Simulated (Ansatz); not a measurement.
A (001) slab of Ag (P6_3/mmc (No. 194)), 10 planes, outer planes Ag (top) and Ag (bottom), with 10 atoms (Ag10) in a surface cell of A = 7.138 Å², as cut from the bulk:

```
Ag
1.0
     2.87095    0.00000    0.00000
    -1.43548    2.48632    0.00000
     0.00000    0.00000   36.01063
Ag
10
Direct
  0.33333 0.66667 0.20827
  0.00000 0.00000 0.27310
  0.66667 0.33333 0.33793
  0.00000 0.00000 0.40276
  0.33333 0.66667 0.46759
  0.00000 0.00000 0.53241
  0.66667 0.33333 0.59724
  0.00000 0.00000 0.66207
  0.33333 0.66667 0.72690
  0.00000 0.00000 0.79173
```

Theory: DFT PBEsol, scalar-relativistic, plane waves, PAW in Ansatz 0.2.0. Plane waves to 420 eV, a k mesh through Γ of 12×12×1 on the computed 10-atom cell and Gaussian smearing (0.10 eV); no spin polarisation.

Against the same 10 atoms in the bulk, the slab as cut lies 0.935 eV higher and the relaxed slab 0.934 eV higher.

Question: Work out the surface energy before and after relaxation.

Answer: The slab has two faces, so γ = (E_slab − N·E_bulk)/(2A), the mean of both. As cut: 0.935/(2 × 7.138) = 0.0655 eV/Å², and 1 eV/Å² = 16.02 J/m², so γ = 1.05 J/m². Relaxed: 0.934/(2 × 7.138) = 0.0654 eV/Å² = 1.05 J/m². Relaxation recovers 0.1 % of the cost of cutting.

Question: What is the ideal work of this cut, per area?

Answer: Griffith's ideal work is 2γ: 2.10 J/m², whether the new faces relax or not. One thickness was run, 10 planes, so γ can still shift with it.

The reference crystal is a form of Ag, which isn't its usual structure.